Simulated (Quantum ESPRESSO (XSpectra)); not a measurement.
Quantum ESPRESSO (XSpectra) run for X-ray absorption at the O K edge of SiO2 (P2₁2₁2₁). Geometry: Materials Project entry mp-556961 (a computed structure). The cell is the entry's, not relaxed again. The ground-state test found a gap, so occupations are fixed and the excited electron is left out (charged cell on a uniform background); energies count from the highest occupied level. pw.x input:

```
&CONTROL
  calculation = 'scf'
  prefix = 'x'
  pseudo_dir = './pseudo'
  outdir = './out'
/
&SYSTEM
  ibrav = 0
  nat = 48
  ntyp = 3
  ecutwfc = 70
  tot_charge = 1
  occupations = 'fixed'
/
&ELECTRONS
  conv_thr = 4.8e-07
  mixing_beta = 0.4
/
ATOMIC_SPECIES
Oh 15.999 O.lda-tm-gipaw-star1s.UPF
Si 28.085 Si.lda-tm-gipaw.UPF
O 15.999 O.lda-tm-gipaw.UPF
CELL_PARAMETERS angstrom
   0.000000000    7.011700000    0.000000000
   6.875850000    0.000000000    7.012610000
   6.875850000    0.000000000   -7.012610000
ATOMIC_POSITIONS crystal
Si     0.743590000    0.722915000    0.027775000
Si     0.743590000    0.222915000    0.527775000
Si     0.256410000    0.472225000    0.277085000
Si     0.256410000    0.972225000    0.777085000
Si     0.756410000    0.277775000    0.972915000
Si     0.756410000    0.777775000    0.472915000
Si     0.243590000    0.527085000    0.722225000
Si     0.243590000    0.027085000    0.222225000
Si     0.555080000    0.501620000    0.506040000
Si     0.555080000    0.001620000    0.006040000
Si     0.444920000    0.493960000    0.998380000
Si     0.444920000    0.993960000    0.498380000
Si     0.944920000    0.256040000    0.251620000
Si     0.944920000    0.756040000    0.751620000
Si     0.055080000    0.748380000    0.243960000
Si     0.055080000    0.248380000    0.743960000
O      0.180040000    0.372490000    0.686190000
O      0.180040000    0.872490000    0.186190000
O      0.819960000    0.313810000    0.127510000
O      0.819960000    0.813810000    0.627510000
O      0.319960000    0.436190000    0.122490000
O      0.319960000    0.936190000    0.622490000
O      0.680040000    0.877510000    0.063810000
O      0.680040000    0.377510000    0.563810000
Oh     0.803750000    0.705515000    0.869835000
O      0.803750000    0.205515000    0.369835000
O      0.196250000    0.630165000    0.294485000
O      0.196250000    0.130165000    0.794485000
O      0.696250000    0.119835000    0.955515000
O      0.696250000    0.619835000    0.455515000
O      0.303750000    0.544485000    0.880165000
O      0.303750000    0.044485000    0.380165000
O      0.079140000    0.375070000    0.314600000
O      0.079140000    0.875070000    0.814600000
O      0.920860000    0.685400000    0.124930000
O      0.920860000    0.185400000    0.624930000
O      0.420860000    0.564600000    0.625070000
O      0.420860000    0.064600000    0.125070000
O      0.579140000    0.374930000    0.935400000
O      0.579140000    0.874930000    0.435400000
O      0.930340000    0.306550000    0.870330000
O      0.930340000    0.806550000    0.370330000
O      0.069660000    0.629670000    0.693450000
O      0.069660000    0.129670000    0.193450000
O      0.569660000    0.620330000    0.056550000
O      0.569660000    0.120330000    0.556550000
O      0.430340000    0.443450000    0.379670000
O      0.430340000    0.943450000    0.879670000
K_POINTS automatic
2 2 2 0 0 0
```

xspectra.x input:

```
&input_xspectra
  calculation = 'xanes_dipole'
  edge = 'K'
  prefix = 'x'
  outdir = './out'
  xonly_plot = .false.
  xiabs = 1
  xcoordcrys = .false.
  xepsilon(1) = 1.0
  xepsilon(2) = 0.0
  xepsilon(3) = 0.0
  xniter = 1500
  xcheck_conv = 50
  xerror = 0.002
  x_save_file = 'x0.sav'
/
&plot
  xnepoint = 451
  xemin = -5.0
  xemax = 40.0
  xgamma = 0.5
  terminator = .true.
  cut_occ_states = .true.
/
&pseudos
  filecore = 'core.wfc'
/
&cut_occ
  cut_desmooth = 0.1
  cut_stepl = 0.01
  cut_ierror = 1e-6
/
3 2 2 1 1 1
```

End of the pw.x output:

```
   -12.3149  -8.6859  -8.4276  -7.6178  -7.3378  -7.2534  -7.1016  -7.0178
    -6.7535  -6.6541  -6.6120  -5.5966  -5.4503  -5.2652  -5.1849  -5.1093
    -4.9009  -4.8645  -4.6907  -4.4781  -4.3559  -4.2755  -4.1991  -4.1238
    -4.0374  -4.0165  -3.9736  -3.9270  -3.8134  -3.7972  -3.7297  -3.6818
    -3.6314  -3.5982  -2.4711  -2.2254  -2.1533  -1.9916  -1.9431  -1.8139
    -1.7536  -1.6053  -1.5435  -1.4854  -1.4346  -1.3970  -1.3293  -1.3239
    -1.2424  -1.2132  -1.1843  -1.0964  -1.0695  -0.9543  -0.9088  -0.8731
    -0.8427  -0.7876  -0.7067  -0.6845  -0.6210  -0.5831  -0.5365  -0.5230
    -0.4395  -0.4081  -0.3416  -0.3301  -0.2956  -0.2487  -0.1878  -0.0861
    -0.0396   0.0132   0.0550   0.0932   0.1102   0.2238   0.3153   0.3208
     0.3904   0.4299   0.4751   0.5723   0.6473   0.7371   0.7524   0.7794
     0.8351   0.8986   0.9704   1.0658   1.1019   1.2240   1.3164   1.4194

     highest occupied level (ev):     1.5208

!    total energy              =   -1254.57362899 Ry
     estimated scf accuracy    <       0.00000025 Ry

     The total energy is the sum of the following terms:
     one-electron contribution =    -713.83692433 Ry
     hartree contribution      =     479.25840573 Ry
     xc contribution           =    -353.57277335 Ry
     ewald contribution        =    -666.42233703 Ry

     convergence has been achieved in   9 iterations

     XML data file, charge density, pseudopotentials, collected wavefunctions
```

xspectra.x output, shortened:

```
... Begin STEP 1 ...

        Radial transition matrix element(s) used in the calculation of the
        initial vector of the Lanczos basis (|tilde{phi}_abs> normalized)
        | For PAW proj. (l=1) #1: radial matrix element =   0.141535429
        | For PAW proj. (l=1) #2: radial matrix element =   0.174719217

NB: the     3 k-point are not all listed below because npool=  4
        |-------------------------------------------------------------
        ! k-point #     1:  ( 0.2549,  0.1667,  0.0000),  0.1667,   1
        |-------------------------------------------------------------
 okvan= F
        |   Norm of the initial Lanczos vector: 0.10086551E+00
        !   => CONVERGED at iter    850 with error=  0.00116172
        |-------------------------------------------------------------
        ! k-point #     2:  ( 0.5099,  0.1667, -0.2500),  0.1667,   1
        |-------------------------------------------------------------
 okvan= F
        |   Norm of the initial Lanczos vector: 0.10086551E+00
        !   => CONVERGED at iter    850 with error=  0.00151997
        |-------------------------------------------------------------
        ! k-point #     3:  ( 0.5099,  0.1667,  0.2500),  0.1667,   1
        |-------------------------------------------------------------
 okvan= F
        |   Norm of the initial Lanczos vector: 0.10086551E+00
        !   => CONVERGED at iter    850 with error=  0.00145385

     Results of STEP 1 successfully written in x_save_file
     x_save_
        ...
... Begin STEP 2 ...

     The spectrum is calculated using the following parameters:
        energy-zero of the spectrum [eV]:    1.5208
        the occupied states are elimintate from the spectrum
        xemin [eV]:  -5.00
        xemax [eV]:  40.00
        xnepoint:  451
        constant broadening parameter [eV]:    0.500
        Core level energy [eV]:  -543.1
         (from electron binding energy of neutral atoms in X-ray data booklet)

     Cross-section successfully written in xanes.dat

     ... End STEP 2 ...

     xanes        :    113.20s CPU    113.98s WALL (       1 calls)

     -------------------------------------------------------------------------
                                END JOB XSpectra
     -------------------------------------------------------------------------
```

xanes.dat for the field along x, every fifth line (energy in eV, cross section):

```
   -5.000   4.5470e-04
   -4.500   4.8670e-04
   -4.000   5.2260e-04
   -3.500   5.6310e-04
   -3.000   6.0890e-04
   -2.500   6.6130e-04
   -2.000   7.2150e-04
   -1.500   7.9140e-04
   -1.000   8.7310e-04
   -0.500   9.6990e-04
    0.000   1.0860e-03
    0.500   1.2260e-03
    1.000   1.4000e-03
    1.500   1.6190e-03
    2.000   1.9030e-03
    2.500   2.2810e-03
    3.000   2.8080e-03
    3.500   3.5910e-03
    4.000   4.8750e-03
    4.500   7.3650e-03
    5.000   1.2500e-02
    5.500   1.7310e-02
    6.000   2.6680e-02
    6.500   5.0300e-02
    7.000   7.3960e-02
    7.500   8.8930e-02
    8.000   8.6710e-02
    8.500   6.4130e-02
    9.000   4.5920e-02
    9.500   3.7790e-02
   10.000   3.3090e-02
   10.500   3.0200e-02
   11.000   2.8260e-02
   11.500   2.5930e-02
   12.000   2.5800e-02
   12.500   2.5260e-02
   13.000   2.4190e-02
   13.500   2.2100e-02
   14.000   2.1150e-02
   14.500   2.3430e-02
   15.000   2.1380e-02
   15.500   2.1170e-02
   16.000   2.0080e-02
   16.500   1.9190e-02
   17.000   1.9170e-02
   17.500   1.9250e-02
   18.000   1.9160e-02
   18.500   1.8450e-02
   19.000   1.5060e-02
   19.500   1.4260e-02
   20.000   1.5200e-02
   20.500   1.5100e-02
   21.000   1.4600e-02
   21.500   1.4740e-02
   22.000   1.5650e-02
   22.500   1.7060e-02
   23.000   1.8350e-02
   23.500   2.0480e-02
   24.000   2.1570e-02
   24.500   2.1310e-02
   25.000   2.0760e-02
   25.500   2.1460e-02
   26.000   2.1950e-02
   26.500   2.2730e-02
   27.000   2.2850e-02
   27.500   2.2390e-02
   28.000   2.3960e-02
   28.500   2.5750e-02
   29.000   2.8200e-02
   29.500   2.7850e-02
   30.000   2.6880e-02
   30.500   2.6970e-02
   31.000   2.6140e-02
   31.500   2.5780e-02
   32.000   2.4760e-02
   32.500   2.2560e-02
   33.000   2.0200e-02
   33.500   1.9520e-02
   34.000   1.8950e-02
   34.500   1.8830e-02
   35.000   1.9410e-02
   35.500   1.9560e-02
   36.000   1.9350e-02
   36.500   1.8440e-02
   37.000   1.7320e-02
   37.500   1.7620e-02
   38.000   1.9000e-02
   38.500   1.9650e-02
   39.000   1.8950e-02
   39.500   1.9150e-02
   40.000   1.9120e-02
```
